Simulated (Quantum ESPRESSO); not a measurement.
KTaO3, space group P4/mmm (No. 123):

```
CELL_PARAMETERS angstrom
      4.01485     0.00000     0.00000
      0.00000     4.01485     0.00000
      0.00000     0.00000     3.95493
ATOMIC_POSITIONS crystal
  K  0.50000 0.50000 0.50000
  Ta 0.00000 0.00000 0.00000
  O  0.00000 0.50000 0.00000
  O  0.50000 0.00000 0.00000
  O  0.00000 0.00000 0.50000
```
The cell was made here from a computed Materials Project entry: strained by -1 % along the cube axis and by +0.5 % across it, atoms relaxed (PBE without dispersion, pw.x of a modified build of Quantum ESPRESSO, symmetry kept). The parent is KTaO3 in Pm-3m. Stability against distortions was not tested. The run has no spin polarisation.

| site | Wyckoff letter | site symmetry |
|---|---|---|
| K | d | 4/mmm |
| Ta | a | 4/mmm |
| O1 | f | mmm |
| O2 | b | 4/mmm |

Cores are frozen. Against all-electron runs on small test molecules, this scheme's |Vzz| missed by −2 to +6 % on O. Ta had no test against all-electron runs. Spin–orbit coupling is left out, a limit on Ta.

Question: Where does symmetry force the field gradient to vanish or to be axial, and what does a PBE PAW density (pw.x of Quantum ESPRESSO, JTH datasets) with the all-electron reconstruction of Petrilli and co-workers give?

Answer: 
| site | by symmetry | Vzz (a.u.) | η_Q |
|---|---|---|---|
| K | axial, η = 0 (an axis of order 3 or more) | under 0.02 | – |
| Ta | axial, η = 0 (an axis of order 3 or more) | -0.808 | 0.00 |
| O1 | η is free | 0.250 | 0.16 |
| O2 | axial, η = 0 (an axis of order 3 or more) | 0.157 | 0.00 |
